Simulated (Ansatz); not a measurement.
SbPd (NiAs type, P6_3/mmc), PBEsol in the plane-wave PAW code Ansatz, all energies at zero smearing, with the estimated change up to a 700 eV cutoff added, with one set of potentials and settings (totals compare only within such a set). Cell of 4 atoms (2 Sb, 2 Pd): -26631.305 eV.

```csv
element,reference phase,E (eV/atom)
Sb,"R-3m, 2 atoms in the cell",-6408.0873
Pd,"Fm-3m, 1 atoms in the cell",-6906.6520
```

Formation energy per atom, worked out: (-26631.305 − 2×(-6408.0873) − 2×(-6906.6520))/4 = -0.457 eV/atom (-44 kJ per mol of atoms), at 0 K, without zero-point energy or fitted corrections.

The first step of the workflow began from a Materials Project structure, measured or hypothetical; the Crystallography Open Database files this formula in space group No. 194, but the cells were not matched. Its standing as an ambient phase is unchecked. Symmetry was held in the PBEsol relaxation; whether a distortion lowers the energy is not shown. The run is not spin-polarised. The references are the lowest solids computed at this level, not always the standard phases. Spin–orbit coupling is left out wherever it is not named.

Potentials: the later of the program's two PAW sets.
